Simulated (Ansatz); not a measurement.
## Fe: levels along high-symmetry lines

```
CELL_PARAMETERS angstrom
-1.43900 1.43900 1.43900
1.43900 -1.43900 1.43900
1.43900 1.43900 -1.43900
ATOMIC_POSITIONS crystal
Fe 0.00000 0.00000 0.00000
```

The cell comes from COD entry 9013474, which wasn't checked; take it as a given geometry. It was measured hot, at 722 K.

Computed with DFT, PBE, all-electron LAPW, scalar-relativistic in Ansatz 0.2.0.

Sampling and basis: a Γ-centred 18×18×18 k mesh, Fermi–Dirac smearing of 0.03 eV, basis error target 0.5 meV/atom, spin-polarised from start moments Fe 3 μB, ending with a cell moment of 2.21 μB.

Points in fractions of the reciprocal vectors of this cell: Γ (0, 0, 0), H (0.5, -0.5, 0.5), N (0, 0, 0.5), P (0.25, 0.25, 0.25). The path joins them by straight lines in the order Γ–H–N–Γ–P–H–P–N; legs that retrace an earlier one aren't tabulated. Energies are in eV from the Fermi level.

Question: Metal or insulator at this level of theory?

Answer: No gap opens: metallic or semimetallic.

Question: Tabulate bands 5 to 10 of the spin-down channel, counted from the lowest band of the run, along the path.

Answer: 
```tsv
k (1/Å)	point	band 5	band 6	band 7	band 8	band 9	band 10
0.00	Γ	-8.07	-0.26	-0.26	-0.26	1.75	1.75
0.55		-6.86	-0.27	-0.27	0.10	1.07	1.99
1.09		-3.95	-0.57	0.09	0.09	0.98	2.57
1.64		-2.50	-2.11	1.27	1.27	1.91	5.56
2.18	H	-2.72	-2.72	2.30	2.30	2.30	9.76
2.57		-2.48	-2.47	1.49	1.66	2.34	8.37
2.96		-2.27	-1.77	0.04	0.78	2.44	5.93
3.34		-2.98	-1.07	-0.59	1.17	2.54	3.55
3.73	N	-3.41	-1.47	0.55	1.59	1.99	2.58
4.11		-3.95	-1.31	-0.37	1.53	1.94	2.08
4.50		-5.78	-0.89	-0.56	1.01	1.41	1.83
4.88		-7.45	-0.45	-0.31	0.09	1.57	1.77
5.27	Γ	-8.07	-0.26	-0.26	-0.26	1.75	1.75
5.74		-7.15	-0.50	-0.50	0.35	1.65	1.65
6.22		-4.76	-1.15	-1.15	1.71	1.71	2.02
6.69		-2.25	-1.65	-1.65	1.93	1.93	4.72
7.16	P	-1.67	-1.67	-1.67	2.04	2.04	9.16
7.63		-2.04	-1.46	-1.46	1.88	1.88	7.68
8.11		-1.66	-1.66	-1.27	1.69	1.69	7.84
8.58		-2.36	-2.36	0.84	2.03	2.03	8.95
9.05	H	-2.72	-2.72	2.30	2.30	2.30	9.76
10.94	P	-1.67	-1.67	-1.67	2.04	2.04	9.16
11.22		-1.96	-1.74	-1.37	1.96	2.03	6.99
11.49		-2.61	-1.66	-0.80	1.79	2.02	5.05
11.76		-3.18	-1.53	-0.01	1.65	2.00	3.42
12.03	N	-3.41	-1.47	0.55	1.59	1.99	2.58
```
